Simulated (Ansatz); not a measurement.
## GdCd$_{2}$, first-principles data

GdCd2:
```yaml
crystal:
  lattice:
    - [4.95968, 0.00000, 0.00000]
    - [-2.47984, 4.29521, 0.00000]
    - [0.00000, 0.00000, 3.46979]
  atoms:
    - { symbol: Gd, position: [0.00000, 0.00000, 0.00000] }
    - { symbol: Cd, position: [0.66667, 0.33333, 0.50000] }
    - { symbol: Cd, position: [0.33333, 0.66667, 0.50000] }
```
The run is spin-polarised; directions of the spins, atom by atom: ↑ 0 0.

Space group P6/mmm (No. 191); conventional cell a = 4.960 Å, b = 4.960 Å, c = 3.470 Å, α = 90.00°, β = 90.00°, γ = 120.00°.

Method: DFT-r²SCAN in the program Ansatz with PAW potentials. The cell and atoms are relaxed at this level. Other levels are named where they apply.

### Cell and energy

- Volume per atom: 24.64 Å³
- Density: 8.58 g/cm³
- Formation energy from the elements (no fitted shifts): -0.37 eV/atom

### Electronic structure

* **Electronic character**: metallic (no gap)
* **Density of states at the Fermi level**: 0.64 states/eV per atom (mean over ±0.08 eV)

### Magnetism

- Magnetic order: ferromagnetic
- Net moment: 2.59 μB per atom

The workflow started from a Materials Project entry (that database holds measured and hypothetical structures alike); the Crystallography Open Database copy checked does not list it. Its standing as an ambient phase is unchecked. The r²SCAN relaxation kept the symmetry of its start; whether a distortion lowers the energy is not shown. Magnetic state: ferromagnetic, chosen from 4 collinear starts compared on coarse meshes (ties went to the first, and starts can fall back to one state), not a proven ground state. Caveat: open 4f shells can settle in a state that is not the lowest. Other orbital occupations within this spin state were not tried. No Hubbard U is applied. Axis ratios of metals converge slowly with the k-mesh, so a and c are less sure than the volume. The references are the lowest solids computed at this level, not always the standard phases. Spin–orbit coupling is left out wherever it is not named.

Potentials: the later of the program's two PAW sets.
